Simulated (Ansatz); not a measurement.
Q: Each is relaxed and computed with DFT-PBEsol in the program Ansatz with PAW potentials. Which alone has a direct gap?
A) Mg2ZnO3, P-3m1 (Mg on 2d, Zn on 1a, O on 2d, O on 1b)
B) MgZnO2, R-3m (Mg on 3a, Zn on 3b, O on 6c)
C) ZnCdTe2, R3m (Zn on 3a, Cd on 3a, Te on 3a, Te on 3a)
D) CdTe, P6_222 (Cd on 3c, Te on 3d)

A: C, ZnCdTe2, R3m (Zn on 3a, Cd on 3a, Te on 3a, Te on 3a). ZnCdTe2: gap 0.71 eV (direct); CdTe: gap 0.10 eV (indirect); MgZnO2: gap 2.58 eV (indirect); Mg2ZnO3: gap 3.06 eV (indirect). Typed or built starts, not in the databases checked: CdTe, P6_222 (Cd on 3c, Te on 3d). Not the usual ambient phase: CdTe, P6_222 (Cd on 3c, Te on 3d). Standing as an ambient phase not checked: ZnCdTe2, R3m (Zn on 3a, Cd on 3a, Te on 3a, Te on 3a); MgZnO2, R-3m (Mg on 3a, Zn on 3b, O on 6c); Mg2ZnO3, P-3m1 (Mg on 2d, Zn on 1a, O on 2d, O on 1b). Perhaps ordered models of mixed-site phases: MgZnO2, R-3m (Mg on 3a, Zn on 3b, O on 6c); Mg2ZnO3, P-3m1 (Mg on 2d, Zn on 1a, O on 2d, O on 1b). All cells were relaxed under the symmetry of their starts (and spin orders); stability against distortions was not tested throughout. Scalar-relativistic: spin–orbit coupling is off unless named, which matters more the heavier the elements.

Potentials: the later of the program's two PAW sets.
